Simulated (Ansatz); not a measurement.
## Na₁₁Se₁₂: nudged elastic band, vacancy jump

Theory: DFT PBEsol, scalar-relativistic, plane waves, PAW (Ansatz 0.2.0). The runs took a 420 eV cutoff, a Γ-centred 3×3×2 mesh and Gaussian smearing (0.05 eV). No spin polarisation.

1 inner image(s), climbing default, force tolerance 0.05 eV/Å, at most 60 iterations, fixed cell.

It took 7.5 min on 4 threads of Arm Neoverse V2, on a shared host, peak memory 3 GiB.

Command:
```bash
ansatz run input.yaml --threads 4 --pin off --max-ram 9216MiB --backend cpu --events-out ev --progress --plain --runs-dir out
```

Input:
```yaml
crystal:
  lattice:
    - [6.9882872363, -4.034689517, 0.0]
    - [-6.9882872363, -4.034689517, 0.0]
    - [0.0, 0.0, -10.5335469891]
  atoms:
    - { symbol: Na, position: [0.0, 1.0, 0.0] }
    - { symbol: Na, position: [0.3333333333, 0.6666666667, 0.0] }
    - { symbol: Na, position: [0.6666666667, 0.3333333333, 0.5] }
    - { symbol: Na, position: [0.0, 1.0, 0.5] }
    - { symbol: Na, position: [0.3333333333, 0.6666666667, 0.5] }
    - { symbol: Na, position: [0.9862521206, 0.3333333333, 0.7619328518] }
    - { symbol: Na, position: [0.3470812127, 1.0137478794, 0.7619328518] }
    - { symbol: Na, position: [0.6666666667, 0.6529187873, 0.7619328518] }
    - { symbol: Na, position: [0.3470812127, 0.3333333333, 0.2380671482] }
    - { symbol: Na, position: [0.6666666667, 1.0137478794, 0.2380671482] }
    - { symbol: Na, position: [-0.0137478794, 0.6529187873, 0.2380671482] }
    - { symbol: Se, position: [1.0069203071, 0.3333333333, 0.3650853362] }
    - { symbol: Se, position: [0.3264130263, 0.9930796929, 0.3650853362] }
    - { symbol: Se, position: [0.6666666667, 0.6735869737, 0.3650853362] }
    - { symbol: Se, position: [0.3216831511, 0.3333333333, 0.8658152693] }
    - { symbol: Se, position: [0.6666666667, 0.9883498177, 0.8658152693] }
    - { symbol: Se, position: [0.0116501823, 0.6783168489, 0.8658152693] }
    - { symbol: Se, position: [0.3264130263, 0.3333333333, 0.6349146638] }
    - { symbol: Se, position: [0.6666666667, 0.9930796929, 0.6349146638] }
    - { symbol: Se, position: [0.0069203071, 0.6735869737, 0.6349146638] }
    - { symbol: Se, position: [1.0116501823, 0.3333333333, 0.1341847307] }
    - { symbol: Se, position: [0.3216831511, 0.9883498177, 0.1341847307] }
    - { symbol: Se, position: [0.6666666667, 0.6783168489, 0.1341847307] }
basis:
  ecutwfc: 420
kpoints:
  mp_grid: { grid: [3, 3, 2] }
hamiltonian:
  xc: pbesol
scf:
  occupations: { method: gaussian, width: 0.05 }
output:
  forces: true
neb:
  images: 1
  f_tol: 0.05
  max_iterations: 60
  order_check: false
  final_atoms:
    - { symbol: Na, position: [0.0082760178, 1.0, -0.0103164929] }
    - { symbol: Na, position: [0.3333333333, 0.6749426845, -0.0103164929] }
    - { symbol: Na, position: [0.6583906489, 0.3250573155, 0.5103164929] }
    - { symbol: Na, position: [0.0082760178, 1.0, 0.5103164929] }
    - { symbol: Na, position: [0.3333333333, 0.6749426845, 0.5103164929] }
    - { symbol: Na, position: [1.0, 0.3333333333, 0.75] }
    - { symbol: Na, position: [0.6583906489, 1.3250573155, 0.9896835071] }
    - { symbol: Na, position: [0.6666666667, 0.6666666667, 0.75] }
    - { symbol: Na, position: [0.3333333333, 0.3362412253, 0.25] }
    - { symbol: Na, position: [0.6695745586, 1.0, 0.25] }
    - { symbol: Na, position: [-0.0029078919, 0.6637587747, 0.25] }
    - { symbol: Se, position: [1.0, 0.3333333333, 0.3664725886] }
    - { symbol: Se, position: [0.3333333333, 1.0, 0.3655366609] }
    - { symbol: Se, position: [0.6666666667, 0.6666666667, 0.3664725886] }
    - { symbol: Se, position: [0.3333333333, 0.3390962752, 0.8642422329] }
    - { symbol: Se, position: [0.6724296085, 1.0, 0.8642422329] }
    - { symbol: Se, position: [-0.0057629419, 0.6609037248, 0.8642422329] }
    - { symbol: Se, position: [0.3333333333, 0.3390962752, 0.6357577671] }
    - { symbol: Se, position: [0.6724296085, 1.0, 0.6357577671] }
    - { symbol: Se, position: [-0.0057629419, 0.6609037248, 0.6357577671] }
    - { symbol: Se, position: [1.0, 0.3333333333, 0.1335274114] }
    - { symbol: Se, position: [0.3333333333, 1.0, 0.1344633391] }
    - { symbol: Se, position: [0.6666666667, 0.6666666667, 0.1335274114] }
```

Output (its end):
```
...
    - { symbol: Na, position: [0.3403449545716385, 0.33054551094310913, 0.24193061755671913] }
    - { symbol: Na, position: [0.6638768864701565, 1.0070113561973189, 0.24193155979346034] }
    - { symbol: Na, position: [-0.02293386119241736, 0.6437308032906193, 0.24321677491770446] }
    - { symbol: Se, position: [1.0063924708643026, 0.3304826581952574, 0.36319483040264144] }
    - { symbol: Se, position: [0.33304205821608884, 0.9997273909042503, 0.36964697636665894] }
    - { symbol: Se, position: [0.6638477010760234, 0.6730718551046714, 0.3631936445468511] }
    - { symbol: Se, position: [0.3121181259902325, 0.357452830001723, 0.8602293052632857] }
    - { symbol: Se, position: [0.690758617463178, 0.978780136191722, 0.8602274950049346] }
    - { symbol: Se, position: [0.021389121090565955, 0.6880264160178413, 0.8659117145480896] }
    - { symbol: Se, position: [0.3348847748311943, 0.3433045752581716, 0.6318658257976961] }
    - { symbol: Se, position: [0.6766146793953806, 1.0015420580233902, 0.6318632665718379] }
    - { symbol: Se, position: [0.014108953219702569, 0.6807577051663001, 0.6372589034359654] }
    - { symbol: Se, position: [1.0035935578803041, 0.32881391900020873, 0.13155314565561935] }
    - { symbol: Se, position: [0.30348962800346896, 0.9701781762097161, 0.1398592526149248] }
    - { symbol: Se, position: [0.662199423093215, 0.670284879498709, 0.13155185542804967] }
```

The calculation finished and met its thresholds.

Final band:

| image | s (Å) | ΔE (eV) |
| --- | --- | --- |
| 0 | 0.000 | 0.000 |
| 1 | 1.800 | 0.380 |
| 2 | 3.637 | -0.134 |

Highest image over the start 0.380 eV, over the end 0.513 eV. The order of the saddle wasn't checked, and a path that keeps a symmetry can read too high.

By iteration:

```tsv
iteration	largest band force component (eV/Å)	highest image (eV)
1	1.925	0.870
2	0.575	0.459
3	0.137	0.395
4	0.026	0.387
5	0.019	0.385
6	0.020	0.384
7	0.012	0.383
8	0.013	0.382
9	0.013	0.381
10	0.006	0.380
11	0.006	0.380
12	0.008	0.380
```

Images of the last band (Å, true forces in eV/Å):

```xyz
23
Lattice="6.988 -4.035 0.000 -6.988 -4.035 0.000 0.000 0.000 -10.534" Properties=species:S:1:pos:R:3:forces:R:3 pbc="T T T" image=0 dE_eV=0.0000
Na   -6.988   -4.035    0.000    0.000    0.000    0.000
Na   -2.329   -4.035    0.000    0.000    0.000    0.000
Na    2.329   -4.035   -5.267    0.000    0.000    0.000
Na   -6.988   -4.035   -5.267    0.000    0.000    0.000
Na   -2.329   -4.035   -5.267    0.000    0.000    0.000
Na    4.563   -5.324   -8.026   -0.004    0.002    0.001
Na   -4.659   -5.491   -8.026    0.000   -0.005    0.001
Na    0.096   -5.324   -8.026    0.004    0.002    0.001
Na    0.096   -2.745   -2.508    0.004   -0.002   -0.001
Na   -2.426   -6.780   -2.508   -0.004   -0.002   -0.001
Na   -4.659   -2.579   -2.508    0.000    0.005   -0.001
Se    4.707   -5.408   -3.846    0.001   -0.001    0.007
Se   -4.659   -5.324   -3.846    0.000    0.002    0.007
Se   -0.048   -5.408   -3.846   -0.001   -0.001    0.007
Se   -0.081   -2.643   -9.120   -0.001    0.001   -0.004
Se   -2.248   -6.677   -9.120    0.001    0.001   -0.004
Se   -4.659   -2.784   -9.120    0.000   -0.001   -0.004
Se   -0.048   -2.662   -6.688   -0.001    0.001   -0.007
Se   -2.281   -6.697   -6.688    0.001    0.001   -0.007
Se   -4.659   -2.746   -6.688    0.000   -0.002   -0.007
Se    4.740   -5.427   -1.413    0.001   -0.001    0.004
Se   -4.659   -5.286   -1.413    0.000    0.001    0.004
Se   -0.081   -5.427   -1.413   -0.001   -0.001    0.004
23
Lattice="6.988 -4.035 0.000 -6.988 -4.035 0.000 0.000 0.000 -10.534" Properties=species:S:1:pos:R:3:forces:R:3 pbc="T T T" image=1 dE_eV=0.3797
Na   -6.962   -4.067    0.002   -0.001    0.000    0.002
Na   -2.356   -4.067    0.002    0.001    0.000    0.001
Na    2.329   -4.053   -5.305    0.000   -0.001    0.001
Na   -6.952   -4.080   -5.332    0.001   -0.001    0.000
Na   -2.365   -4.080   -5.332   -0.001   -0.001    0.000
Na    4.516   -5.362   -7.900    0.005   -0.005   -0.003
Na   -4.659   -6.557   -9.438    0.000    0.002   -0.001
Na    0.143   -5.362   -7.900   -0.004   -0.005   -0.003
Na    0.068   -2.707   -2.548    0.003   -0.001   -0.001
Na   -2.398   -6.742   -2.548   -0.003   -0.001   -0.001
Na   -4.659   -2.505   -2.562    0.000    0.007   -0.003
Se    4.723   -5.394   -3.826   -0.005    0.001    0.000
Se   -4.659   -5.377   -3.894    0.000   -0.004    0.000
Se   -0.064   -5.394   -3.826    0.005    0.002    0.000
Se   -0.317   -2.702   -9.061   -0.007    0.002    0.005
Se   -2.013   -6.736   -9.061    0.008    0.002    0.005
Se   -4.659   -2.862   -9.121   -0.001    0.000   -0.002
Se   -0.059   -2.736   -6.656   -0.002    0.004   -0.001
Se   -2.271   -6.771   -6.656    0.002    0.003   -0.001
Se   -4.659   -2.804   -6.713    0.000   -0.004    0.002
Se    4.716   -5.376   -1.386   -0.003    0.001    0.000
Se   -4.659   -5.139   -1.473    0.000   -0.005    0.003
Se   -0.057   -5.376   -1.386    0.002    0.002    0.000
23
Lattice="6.988 -4.035 0.000 -6.988 -4.035 0.000 0.000 0.000 -10.534" Properties=species:S:1:pos:R:3:forces:R:3 pbc="T T T" image=2 dE_eV=-0.1337
Na   -6.930   -4.068    0.109    0.002   -0.001    0.004
Na   -2.387   -4.068    0.109   -0.002   -0.001    0.004
Na    2.329   -3.968   -5.375    0.000    0.003   -0.004
Na   -6.930   -4.068   -5.375    0.002   -0.001   -0.004
Na   -2.387   -4.068   -5.375   -0.002   -0.001   -0.004
Na    4.659   -5.380   -7.900    0.000    0.000    0.000
Na   -4.659   -8.003  -10.425    0.000    0.003    0.004
Na    0.000   -5.380   -7.900    0.000    0.000    0.000
Na   -0.020   -2.702   -2.633    0.010    0.006    0.000
Na   -2.309   -6.736   -2.633   -0.010    0.006    0.000
Na   -4.659   -2.666   -2.633    0.000   -0.012    0.000
Se    4.659   -5.380   -3.860    0.000    0.000    0.005
Se   -4.659   -5.380   -3.850    0.000    0.000    0.002
Se    0.000   -5.380   -3.860    0.000    0.000    0.005
Se   -0.040   -2.713   -9.104    0.002    0.001   -0.005
Se   -2.289   -6.748   -9.104   -0.002    0.001   -0.005
Se   -4.659   -2.643   -9.104    0.000   -0.003   -0.005
Se   -0.040   -2.713   -6.697    0.002    0.001    0.005
Se   -2.289   -6.748   -6.697   -0.002    0.001    0.005
Se   -4.659   -2.643   -6.697    0.000   -0.003    0.005
Se    4.659   -5.380   -1.407    0.000    0.000   -0.005
Se   -4.659   -5.380   -1.416    0.000    0.000   -0.002
Se    0.000   -5.380   -1.407    0.000    0.000   -0.005
```